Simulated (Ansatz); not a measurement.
BeS:
Space group P6₄22 (No. 181); a = 3.4060 Å, b = 3.4060 Å, c = 7.7183 Å, α = 90.00°, β = 90.00°, γ = 120.00°

| atom | site | symmetry | x | y | z |
|---|---|---|---|---|---|
| Be | 3c | 222 | 0.5000 | 0.0000 | 0.0000 |
| S | 3d | 222 | 0.5000 | 0.0000 | 0.5000 |

Relaxed at zero pressure with DFT-PBE+D3(BJ) in the program Ansatz with PAW potentials.

Task: The volume is raised by 9 % and shape and atoms relax at that volume. What pressure results, and how do the axes share the change?

Result: -7.8 GPa; a 3.0 %, b 3.0 %, c 2.7 %; the energy rises by 31 meV/atom.

Task: Give the new structure.

Result: 
Space group P6₄22 (No. 181); a = 3.508 Å, b = 3.508 Å, c = 7.930 Å, α = 90.00°, β = 90.00°, γ = 120.00°

| atom | site | symmetry | x | y | z |
|---|---|---|---|---|---|
| Be | 3c | 222 | 0.5000 | 0.0000 | 0.0000 |
| S | 3d | 222 | 0.5000 | 0.0000 | 0.5000 |

The phase is kept; no other phase was compared at this pressure.

Space group P6_422. The start of the workflow was typed in or built on a structure type; neither database checked (COD, Materials Project) lists it. COD files the formula under space group No. 216, so this cell is another polymorph or a model. Its standing as an ambient phase is unchecked. The PBE+D3(BJ) relaxation kept the symmetry of its start; whether a distortion lowers the energy is not shown.

Potentials: the earlier of the program's two PAW sets.
